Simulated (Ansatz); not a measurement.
A relaxed cell of MgCd3Te4 is given with its symmetry left out. The cell was found from a structure generator's guess, not taken from experiment.

Computed with Ansatz 0.2.0, DFT PBE, scalar-relativistic, plane waves, PAW. Cutoff 420 eV, Γ-centred mesh, Gaussian smearing, no spin polarisation.

```
Mg Cd Te
1.0
    -3.29532    3.29532    6.59047
     3.29532   -3.29532    6.59047
     3.29532    3.29532   -6.59047
Mg Cd Te
1 3 4
Direct
  0.00000 0.00000 0.00000
  0.75000 0.25000 0.50000
  0.50000 0.50000 0.00000
  0.25000 0.75000 0.50000
  0.87660 0.37064 0.00000
  0.62936 0.62936 0.50596
  0.37064 0.87660 0.00000
  0.12340 0.12340 0.49404
```

The zero of energy is the elements' standard structures at the same level; no fitted shifts are applied.

Question: What space group does it have?

Answer: I-42m (No. 121), with Mg and Cd ordered on zinc blende sites. Conventional cell: a = 6.591 Å, c = 13.181 Å. Mg is surrounded by 4 Te at 2.82 Å; Cd on a site of symmetry -4 has 4 Te at 2.86 Å; around Cd on a site of symmetry -42m lie 4 Te at 2.87 Å; Te has 1 Mg at 2.82 Å and 3 Cd at 2.86–2.87 Å.

Question: How far does it lie from the elements in energy?

Answer: −0.567 eV/atom. Whether it is stable depends on the other phases of the system, which aren't compared here.

Question: Is it a metal?

Answer: No, the gap on the 6×6×6 mesh is 1.02 eV.

The last run used a 6×6×6 mesh for its 8-atom cell and Gaussian smearing of 0.02 eV. Spin–orbit coupling, which can matter for Te, is left out. Kohn–Sham gaps at this level usually fall short of measured ones. The missing spin–orbit coupling can work the other way here. The reference form of Te is held partly by dispersion forces, which this level lacks. Symmetry constrained the relaxation, so the result can be a saddle point.
